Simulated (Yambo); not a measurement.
```xyz
12
Lattice="4.6767 0.0000 0.0000 0.0000 5.7297 0.0000 -0.0505 0.0000 4.9362" Properties=species:S:1:pos:R:3 pbc="T T T"
O      3.6571     0.6098     0.3205
O      0.9691     5.1199     4.6157
O      0.9943     0.6098     2.1476
O      3.6319     5.1199     2.7886
O      3.4450     2.1550     2.9486
O      1.1813     3.5747     1.9876
O      1.1560     2.1550     4.4557
O      3.4702     3.5747     0.4805
Zn     2.3005     3.8753     3.7021
Zn     2.3257     1.8544     1.2340
W     -0.0379     1.0378     3.7021
W     -0.0126     4.6919     1.2340
```

WZnO4 (space group P2/c, No. 13): mean Im ε in 1 eV windows above the direct gap of 4.60 eV, for different electron-hole kernels (Yambo, broadening 0.15 eV, norm-conserving PBEsol (Quantum ESPRESSO, 84 Ry, without SOC) bands; 4×4×4 mesh, 19 valence and 7 conduction bands, static screening with 107 bands and a 3 Ry block, scissor 1.70 eV, Tamm-Dancoff; field along x).

```tsv
window (eV)	independent quasiparticles	RPA (no attraction)	BSE
4.6 to 5.6	3.2	1.0	3.5
5.6 to 6.6	10	3.2	4.0
6.6 to 7.6	5.4	3.1	3.3
```

This run doesn't resolve bound excitons or single peaks, so only averages are given, and they too depend on the mesh; weight that the attraction moves below the gap isn't listed. All transitions below 8.48 eV are in the band window. The scissor comes from a G0W0 run whose convergence isn't established.

Without spin-orbit coupling, band edges of such heavy elements can be off by tenths of an eV.

Geometry of the Materials Project entry, not relaxed at this level.

With a shallow 3d shell G0W0 needs far more bands and larger blocks than here, so the scissor is uncertain by tenths of an eV or more.
